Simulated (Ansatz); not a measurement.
These are results of DFT PBE, scalar-relativistic, plane waves, PAW in Ansatz 0.2.0, not measurements. Settings: cutoff 420 eV, Γ-centred meshes spaced at most about 0.3 Å⁻¹, and about 0.25 Å⁻¹ or finer for metals (2π included), Gaussian smearing. Collinear spin in cells that started with moments and kept them past the coarse steps, no spin elsewhere.

All energies are static (0 K, no zero-point motion). All come from trial cells, and lower structures may exist.

Task: These unrelaxed guesses for Cs2Gd are each relaxed within their symmetry. Order them by the energy at which they end, lowest first.
A.

Space group Fm-3m (No. 225). a = 7.534 Å, b = 7.534 Å, c = 7.534 Å, α = 90.00°, β = 90.00°, γ = 90.00°
```tsv
atom	site	symmetry	x	y	z
Cs	8c	-43m	0.2500	0.7500	0.7500
Gd	4a	m-3m	0.0000	0.0000	0.0000
```

B.

Space group Fd-3m:1 (No. 227). a = 11.210 Å, b = 11.210 Å, c = 11.210 Å, α = 90.00°, β = 90.00°, γ = 90.00°
| atom | site | symmetry | x | y | z |
| --- | --- | --- | --- | --- | --- |
| Cs | 16d | .-3m | 0.1250 | 0.6250 | 0.1250 |
| Gd | 8a | -43m | 0.5000 | 0.0000 | 0.5000 |

C.

Space group P6/mmm (No. 191). a = 6.228 Å, b = 6.228 Å, c = 4.667 Å, α = 90.00°, β = 90.00°, γ = 120.00°
```
atom  site  symmetry       x       y       z
  Cs    2d      -6m2  0.3333  0.6667  0.5000
  Gd    1a     6/mmm  0.0000  0.0000  0.0000
```

D.

Space group P4/mmm (No. 123). a = 3.873 Å, b = 3.873 Å, c = 8.029 Å, α = 90.00°, β = 90.00°, γ = 90.00°
```csv
atom,site,symmetry,x,y,z
Cs,2h,4mm,0.5000,0.5000,0.2843
Gd,1a,4/mmm,0.0000,0.0000,0.0000
```

Result: D (ends in P4/mmm, 0 meV/atom), C (ends in P6/mmm, 56 meV/atom), B (ends in Fd-3m, cubic Laves (C15) type, 203 meV/atom), A (ends in Fm-3m, fluorite type, 0.31 eV/atom). Even the lowest end lies +0.53 eV/atom against the elements.

The 4f shell of Gd is treated without a Hubbard U, which places its levels poorly. Another magnetic order may lie lower. Cells relaxed within their symmetry can be saddle points. Some structure types and database cells were kept out of the candidates from the start, so a known form may be missing.
